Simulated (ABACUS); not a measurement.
Set-up for a self-consistent single point of TaAs (I4_1md, 4 atoms in the cell; from Materials Project mp-1936, changed as shown).

```yaml
crystal:
  lattice:
    - [-1.69854, 1.69854, 5.78864]
    - [1.69854, -1.69854, 5.78864]
    - [1.69854, 1.69854, -5.78864]
  atoms:
    - { symbol: Ta, position: [0.49997, 0.99997, 0.50000] }
    - { symbol: Ta, position: [0.74997, 0.74997, 0.00000] }
    - { symbol: As, position: [0.08263, 0.58263, 0.50000] }
    - { symbol: As, position: [0.33263, 0.33263, 0.00000] }
```

Method: PBE, PseudoDojo 0.5 standard norm-conserving PBE (tails mended) pseudopotentials (plane waves; ABACUS).

ABACUS settings:

```
setting                                                               value
---------------  ----------------------------------------------------------
KPT                                                       Gamma 6 6 6 0 0 0
basis_type                                                               pw
ecutwfc                                                               84 Ry
smearing_method                                                          fd
smearing_sigma                                                0.00734986 Ry
potentials       PseudoDojo 0.5 standard norm-conserving PBE (tails mended)
symmetry                                                                  1
ks_solver                                                               dav
scf_nmax                                                                100
scf_thr                                                          1.0e-09 Ry
mixing_type                                                         broyden
mixing_beta                                                             0.7
```

Results:

```
Item                                                      Value
------------------------------------------------  -------------
Number of valence electrons                                  56
Number of bands                                              38
Number of k-points after the program's reduction             30
Number of plane waves (most at a k-point)                  5895
Number of SCF iterations                                      8
FFT grid                                           72 × 72 × 72
Free energy E − TS                                -9317.6079 eV
Pressure                                              10.87 GPa
Largest force (vector length)                        0.045 eV/Å
```

Forces (eV/Å):
```tsv
atom	Fx	Fy	Fz
Ta1	0.000	0.000	0.045
Ta2	0.000	0.000	0.045
As3	0.000	0.000	-0.045
As4	0.000	0.000	-0.045
```

Stress (GPa, positive for compression):
```
11.52   0.00   0.00
 0.00  11.52   0.00
 0.00   0.00   9.57
```

For comparison: a first run was changed to give this one (volume scaled by 0.96), and from it to this one the free energy goes up by 28.4 meV/atom, the pressure goes from 2.49 to 10.87 GPa and the largest force goes from 0.024 to 0.045 eV/Å.

Spin-orbit coupling is left out, which matters for bands and gaps with elements this heavy. The structure comes from a collection of computed structures, made at another level of theory; the collection holds predicted forms beside known ones. No clean gap shows at this smearing width and mesh (spacing up to 0.44 Å⁻¹); the mesh is coarse for partly filled bands, so the values carry mesh errors.

Cost on one core: around 4 core-minutes (rough).

“Tails mended”: in these copies of the files the far tail of each local potential was reset to the Coulomb form.
